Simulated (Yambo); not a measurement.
BSE-type run in Yambo on Ba₂MoCdO₆ (space group Fm-3m, No. 225), at finite momentum (a q point of the mesh, 0.64 1/Å).

Quantum ESPRESSO step (LDA, PseudoDojo standard norm-conserving files, scalar-relativistic):
```
&CONTROL
  calculation = 'nscf'
  pseudo_dir = './pseudo'
  outdir = './out'
/
&SYSTEM
  ibrav = 0
  nat = 10
  ntyp = 4
  ecutwfc = 102.0
  ecutrho = 408.0
  occupations = 'fixed'
  force_symmorphic = .true.
  nbnd = 105
/
&ELECTRONS
  conv_thr = 1e-08
  diago_full_acc = .true.
  diago_thr_init = 1e-08
/
ATOMIC_SPECIES
O 15.9990 O.upf
Mo 95.9500 Mo.upf
Cd 112.4140 Cd.upf
Ba 137.3270 Ba.upf
CELL_PARAMETERS angstrom
  0.000000000000   4.237425000000   4.237425000000
  4.237425000000   0.000000000000   4.237425000000
  4.237425000000   4.237425000000   0.000000000000
ATOMIC_POSITIONS crystal
O   0.769950000000   0.230050000000   0.230050000000
O   0.230050000000   0.769950000000   0.769950000000
O   0.230050000000   0.769950000000   0.230050000000
O   0.769950000000   0.230050000000   0.769950000000
O   0.230050000000   0.230050000000   0.769950000000
O   0.769950000000   0.769950000000   0.230050000000
Mo   0.000000000000   0.000000000000   0.000000000000
Cd   0.500000000000   0.500000000000   0.500000000000
Ba   0.250000000000   0.250000000000   0.250000000000
Ba   0.750000000000   0.750000000000   0.750000000000
K_POINTS automatic
4 4 4 0 0 0
```

Yambo input:
```
rim_cut
optics
bse
bss
dipoles
em1s
RandQpts= 1000000
RandGvec= 1 Ry
FFTGvecs= 40 Ry
Chimod= "HARTREE"
BSKmod= "SEX"
BSEmod= "resonant"
BSSmod= "hs"
BSENGexx= 15 Ry
BSENGBlk= 3 Ry
% KfnQP_E
 1.394 | 1.0 | 1.0 |
%
% BSEQptR
 3 | 3 |
%
% BSEBands
 34 | 51 |
%
% BEnRange
 0.0 | 8.7 | eV
%
% BDmRange
 0.15 | 0.15 | eV
%
BEnSteps= 174
% BLongDir
 1.0 | 0.0 | 0.0 |
%
BSHayTrs= -0.02
BSSNEig= 24
WRbsWF
% BndsRnXs
 6 | 99 |
%
NGsBlkXs= 3 Ry
% LongDrXs
 1.0 | 1.0 | 1.0 |
%
```

From the report:

The dimension is k points × valence × conduction bands = 64 × 12 × 6 = 4608.
```
   [SLEPC] Approach                          : Krylov-Schur
   [SLEPC] Number of requested eigenvalues   :  24
   [SLEPC] Number of eigenvalues        [NEV]:  24
    [K] Dimension                                    :   4608
    [K] Bands                                        :   34   51
    [K] Exchange res                                 : yes
    [K] Correlation res                              : yes
    [K] W interaction is bare                        : no
    [K] RL vectors exchange                          :  1037
    [K] RL vectors correlation                       :  113
    [W] Matrix size                                  :  113
    [W] Bands                                        :    6   99
    [W] Coulomb Cutoff                               : none
    [W] Hxc Kernel                                   : HARTREE
```
Lowest eigenvalues (eV; in brackets the number of states within 2 meV): 2.88 (1), 2.91 (2), 2.93 (1), 2.96 (2), 3.00 (1), 3.04 (1). They depend on the mesh, which isn't converged, and on the G0W0 scissor.

Spin-orbit coupling is not included.

Geometry of the Materials Project entry, not relaxed at this level.

The structure is a Materials Project entry; no match was found in the copy of COD used, and its stability was not checked.
